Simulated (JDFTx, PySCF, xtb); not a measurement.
System: iodoethane, C2H5I (SMILES CCI), charge 0, multiplicity 1; geometry: a GFN2-xTB minimum in vacuum (no imaginary frequency past 20 cm⁻¹; largest PBE force component 0.4 eV/Å). Bonds (Å): C1–C2 1.511, C1–H4 1.088, C1–H5 1.090, C1–H6 1.088, C2–I3 2.166, C2–H7 1.087, C2–H8 1.087. Angles (°): C2–C1–H4 111.1, C2–C1–H5 109.2, C2–C1–H6 111.1, H4–C1–H5 108.4, H4–C1–H6 108.5, H5–C1–H6 108.4, C1–C2–I3 111.9, C1–C2–H7 111.7, C1–C2–H8 111.7, I3–C2–H7 105.9, I3–C2–H8 105.9, H7–C2–H8 109.6.

Hydration energy by several implicit models of water, all at this geometry. The plane-wave rows: PBE, GBRV ultrasoft potentials, plane waves to 20/100 Ha, a modified build of JDFTx. The liquid run sits in a periodic box with 4 Å from the outermost atoms to the faces; the vacuum run is isolated. The box matters at about 0.01 eV. The solvation energy is E(in liquid) − E(vacuum) at fixed geometry, with no thermal, conformational or standard-state terms added.

PCM in PySCF covers the electrostatic part only; most other models add non-electrostatic terms. The xtb models include a fitted constant shift of their own.

A. B3LYP/def2-SVP + C-PCM (PySCF)
B. PBE plane waves + CANDLE, 1 M NaCl (JDFTx)
C. PBE plane waves + linear PCM without cavity terms (LA12), no salt (JDFTx)

Question: Order them from the most negative solvation energy to the least negative.

Answer: C (-0.21 eV), A (-0.10 eV), B (-0.04 eV)
